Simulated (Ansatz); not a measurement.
Fe11Si5 in space group Pm-3m (No. 221; Pearson symbol cP16), plane-wave PAW r²SCAN (Ansatz code), all energies at zero smearing, with the estimated change up to a 700 eV cutoff added, with one set of potentials and settings (totals compare only within such a set). Cell of 16 atoms (11 Fe, 5 Si): -52542.865 eV.

| element | reference phase | E (eV/atom) |
|---|---|---|
| Fe | Im-3m, 1 atoms in the cell, spin-polarised | -4485.8961 |
| Si | Fd-3m, 2 atoms in the cell | -639.0667 |

Formation energy per atom, worked out: (-52542.865 − 11×(-4485.8961) − 5×(-639.0667))/16 = -0.167 eV/atom (-16 kJ per mol of atoms), at 0 K, without zero-point energy or fitted corrections.

The workflow started from a Materials Project entry (that database holds measured and hypothetical structures alike); the Crystallography Open Database copy checked does not list it. Whether it is the stable phase at ambient conditions was not checked. The cell was relaxed with r²SCAN under the symmetry of its start; whether a distortion lowers the energy is not shown. Magnetic state: ferromagnetic, the only order run, not a proven ground state. Other orbital occupations within this spin state were not tried. The references are the lowest solids computed at this level, not always the standard phases.

Potentials: the later of the program's two PAW sets.
